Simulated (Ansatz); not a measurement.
CoSi₂ (fluorite or antifluorite type, space group No. 225), a = b = c = 5.360 Å, α = β = γ = 90.00°; the cell used has 3 atoms.

Relaxed with PBE.

Task: Decompose the optical modes at the zone centre into irreducible representations, and say which are infrared and Raman allowed.

Result: Point group m-3m: Γ_opt = T1u + T2g. Infrared: T1u. Raman: T2g.

Task: Assign frequencies (DFPT, the program Ansatz at the PBE level (PAW)).

Result: T2g 320, T1u 330 cm⁻¹.

Space group Fm-3m (fluorite or antifluorite type). Symmetry was held in the PBE relaxation; phonons on a q-mesh show no instability. No spin polarisation was allowed. As this level gives no gap, phonon frequencies hold no LO–TO term and depend on the k-mesh and smearing (Fermi–Dirac, 0.1 eV here).

Potentials: the later of the program's two PAW sets.
